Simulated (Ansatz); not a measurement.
PbS:
```cif
data_PbS
_chemical_formula_sum 'Pb1 S1'
_space_group_name_H-M_alt 'P 1'
_space_group_IT_number 1
_cell_length_a 4.13228
_cell_length_b 4.13228
_cell_length_c 4.13228
_cell_angle_alpha 119.975
_cell_angle_beta 119.975
_cell_angle_gamma 90.043
loop_
_space_group_symop_operation_xyz
  'x, y, z'
loop_
_atom_site_label
_atom_site_type_symbol
_atom_site_fract_x
_atom_site_fract_y
_atom_site_fract_z
_atom_site_occupancy
Pb1 Pb 0.00000 0.00000 0.00000 1
S1 S 0.50000 0.50000 0.00000 1
```

Relaxed with LDA.

Task: Which orbitals make up the states near the band edges in the program Ansatz at the LDA level (PAW)?

Result: Top 1 eV of the valence band: S 3p 65 %, Pb 6s 20 %, Pb 6p 11 %. Bottom 1 eV of the conduction band: Pb 6p 65 %, S 3s 17 %, S 3p 11 %. Projections are on Löwdin-orthogonalised atomic valence shells; empty p or d shells of many metals are not among them.

Task: Tabulate the density of states.

Result: States/eV per cell of 2 atoms, in 0.25 eV bins, energy from the valence-band maximum.

| E (eV) | total | S 3p | Pb 6p | Pb 6s |
|---|---|---|---|---|
| -7.90 | 0.94 | 0.14 | 0.02 | 0.65 |
| -7.65 | 0.64 | 0.09 | 0.01 | 0.43 |
| -7.40 | 0.26 | 0.04 | 0.00 | 0.16 |
| -7.15 | 0.18 | 0.03 | 0.00 | 0.11 |
| -6.90 | 0.12 | 0.02 | 0.00 | 0.07 |
| -6.65 | 0.08 | 0.01 | 0.00 | 0.05 |
| -6.40 | 0.05 | 0.00 | 0.00 | 0.03 |
| -6.15 | 0.01 | 0.00 | 0.00 | 0.01 |
| -5.90 | 0.00 | 0.00 | 0.00 | 0.00 |
| -5.65 | 0.03 | 0.02 | 0.01 | 0.00 |
| -5.40 | 0.25 | 0.13 | 0.11 | 0.00 |
| -5.15 | 0.41 | 0.22 | 0.18 | 0.01 |
| -4.90 | 0.56 | 0.31 | 0.23 | 0.01 |
| -4.65 | 0.73 | 0.42 | 0.28 | 0.02 |
| -4.40 | 0.84 | 0.50 | 0.30 | 0.02 |
| -4.15 | 1.04 | 0.64 | 0.35 | 0.02 |
| -3.90 | 1.34 | 0.86 | 0.41 | 0.03 |
| -3.65 | 1.70 | 1.15 | 0.48 | 0.03 |
| -3.40 | 1.69 | 1.18 | 0.44 | 0.04 |
| -3.15 | 1.75 | 1.26 | 0.41 | 0.04 |
| -2.90 | 1.79 | 1.33 | 0.36 | 0.05 |
| -2.65 | 1.86 | 1.44 | 0.32 | 0.06 |
| -2.40 | 1.92 | 1.53 | 0.27 | 0.07 |
| -2.15 | 1.87 | 1.55 | 0.19 | 0.08 |
| -1.90 | 0.92 | 0.68 | 0.12 | 0.09 |
| -1.65 | 0.83 | 0.56 | 0.13 | 0.13 |
| -1.40 | 1.27 | 0.89 | 0.15 | 0.20 |
| -1.15 | 1.63 | 1.16 | 0.15 | 0.27 |
| -0.90 | 0.96 | 0.63 | 0.11 | 0.19 |
| -0.65 | 0.47 | 0.30 | 0.05 | 0.10 |
| -0.40 | 0.11 | 0.06 | 0.02 | 0.02 |
| -0.15 | 0.01 | 0.01 | 0.00 | 0.00 |
| 0.10 | 0.00 | 0.00 | 0.00 | 0.00 |
| 0.35 | 0.06 | 0.01 | 0.04 | 0.00 |
| 0.60 | 0.18 | 0.02 | 0.11 | 0.01 |
| 0.85 | 0.34 | 0.04 | 0.22 | 0.01 |
| 1.10 | 0.63 | 0.07 | 0.42 | 0.01 |
| 1.35 | 0.87 | 0.10 | 0.59 | 0.02 |
| 1.60 | 0.99 | 0.12 | 0.69 | 0.02 |
| 1.85 | 1.20 | 0.13 | 0.88 | 0.02 |
| 2.10 | 1.30 | 0.14 | 0.99 | 0.02 |
| 2.35 | 1.36 | 0.17 | 1.04 | 0.02 |
| 2.60 | 1.29 | 0.20 | 0.96 | 0.02 |
| 2.85 | 1.25 | 0.22 | 0.90 | 0.02 |
| 3.10 | 1.30 | 0.25 | 0.90 | 0.02 |
| 3.35 | 1.43 | 0.29 | 0.93 | 0.02 |
| 3.60 | 1.96 | 0.36 | 1.03 | 0.01 |
| 3.85 | 2.23 | 0.50 | 1.28 | 0.01 |
| 4.10 | 2.95 | 0.68 | 1.56 | 0.01 |
| 4.35 | 1.75 | 0.47 | 0.99 | 0.01 |
| 4.60 | 1.31 | 0.38 | 0.76 | 0.00 |
| 4.85 | 0.82 | 0.26 | 0.48 | 0.00 |

Space group Fm-3m (rock salt). Symmetry was held in the LDA relaxation. At this level the phase is dynamically unstable (imaginary phonons). Spin–orbit coupling is left out wherever it is not named.

Potentials: the earlier of the program's two PAW sets.
